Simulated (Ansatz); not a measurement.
Input:

Y$_{2}$N:
```cif
data_N2Y4
_chemical_formula_sum 'Y4 N2'
_space_group_name_H-M_alt 'P 1'
_space_group_IT_number 1
_cell_length_a 4.55568
_cell_length_b 4.55568
_cell_length_c 7.06141
_cell_angle_alpha 90.000
_cell_angle_beta 90.000
_cell_angle_gamma 90.000
loop_
_space_group_symop_operation_xyz
  'x, y, z'
loop_
_atom_site_label
_atom_site_type_symbol
_atom_site_fract_x
_atom_site_fract_y
_atom_site_fract_z
_atom_site_occupancy
Y1 Y 0.00000 0.00000 0.00000 1
Y2 Y 0.50000 0.50000 0.00000 1
Y3 Y 0.50000 0.00000 0.60163 1
Y4 Y 0.00000 0.50000 0.39837 1
N1 N 0.50000 0.00000 0.90791 1
N2 N 0.00000 0.50000 0.09209 1
```

This is the r²SCAN+D4-relaxed structure.

### Question
All from the program Ansatz at the r²SCAN+D4 level (PAW), unless another level is named. Estimate the density of states at the Fermi level.

### Answer
0.85 states/eV per atom (mean over ±0.08 eV).

### Question
Next, the formation energy from the elements (no fitted shifts)?

### Answer
-1101 meV/atom.

### Question
What about the gap with spin–orbit coupling?

### Answer
none (metallic).

Space group P4/nmm. A made-up cell: these elements were put on the sites of a structure type; neither database checked (COD, Materials Project) lists it. Its standing as an ambient phase is unchecked. The r²SCAN+D4 relaxation kept the symmetry of its start; its stability against distortions is not shown here. No spin polarisation was allowed. The references are the lowest solids computed at this level, not always the standard phases (solids in place of the gases). Spin–orbit coupling is left out wherever it is not named.

Potentials: the earlier of the program's two PAW sets.
